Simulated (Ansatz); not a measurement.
One crystal and one scan (energy against volume) at two levels, PBE (plane waves to 420 eV, PAW, scalar-relativistic; Ansatz, a program for electronic structure) and r2SCAN (plane waves to 500 eV, PAW, scalar-relativistic; Ansatz), each from its own relaxed cell and on its own mesh. The cell shown is that of PBE.

BaTiO3 (cubic perovskite)

```yaml
crystal:
  lattice:
    - [4.01946, 0.00000, 0.00000]
    - [0.00000, 4.01946, 0.00000]
    - [0.00000, 0.00000, 4.01946]
  atoms:
    - { symbol: Ba, position: [0.00000, 0.00000, 0.00000] }
    - { symbol: Ti, position: [0.50000, 0.50000, 0.50000] }
    - { symbol: O, position: [0.00000, 0.50000, 0.50000] }
    - { symbol: O, position: [0.50000, 0.50000, 0.00000] }
    - { symbol: O, position: [0.50000, 0.00000, 0.50000] }
```

E(V) scan at fixed shape, V₀ the volume above. Symmetry pins the atoms to their sites.

Energies are smeared free energies. BaTiO3 is run without spin polarisation. BaTiO3 was relaxed with its symmetry unable to fall. The PAW data are Ansatz's earlier set. This is a high-temperature form of BaTiO3. Percentages come from the unrounded values. Both scans cover V/V₀ from 0.840 to 1.160.

Results of PBE:

```
Quantity                                                 Value
-------------------------------------------------------  -----
Lattice constant a (Å)                                   4.019
Pressure at the smallest volume (GPa)                     42.0
Energy cost of the largest compression (meV/atom)        232.1
Energy cost of the largest expansion (meV/atom)          128.4
Bulk modulus B₀ (third-order Birch-Murnaghan fit) (GPa)  162.5
Pressure for 5 % compression (fit) (GPa)                   9.4
```

Problem. Estimate the r2SCAN values.

Solution. 
| quantity | r2SCAN | PBE − r2SCAN |
|---|---|---|
| Lattice constant a (Å) | 3.994 | +0.025 (+0.6 %) |
| Pressure at the smallest volume (GPa) | 46.3 | -4.3 (-9.5 %) |
| Energy cost of the largest compression (meV/atom) | 252.1 | -20.0 (-7.9 %) |
| Energy cost of the largest expansion (meV/atom) | 140.3 | -11.9 (-8.4 %) |
| Bulk modulus B₀ (third-order Birch-Murnaghan fit) (GPa) | 180.4 | -17.9 (-9.9 %) |
| Pressure for 5 % compression (fit) (GPa) | 10.4 | -1.0 (-10 %) |

PBE gives the higher value for: lattice constant a. PBE gives the lower value for: pressure at the smallest volume; energy cost of the largest compression; energy cost of the largest expansion; bulk modulus B₀; pressure for 5 % compression.

(A scan under strain: stresses follow from slopes of the energy per volume, elastic moduli from its curvatures.)
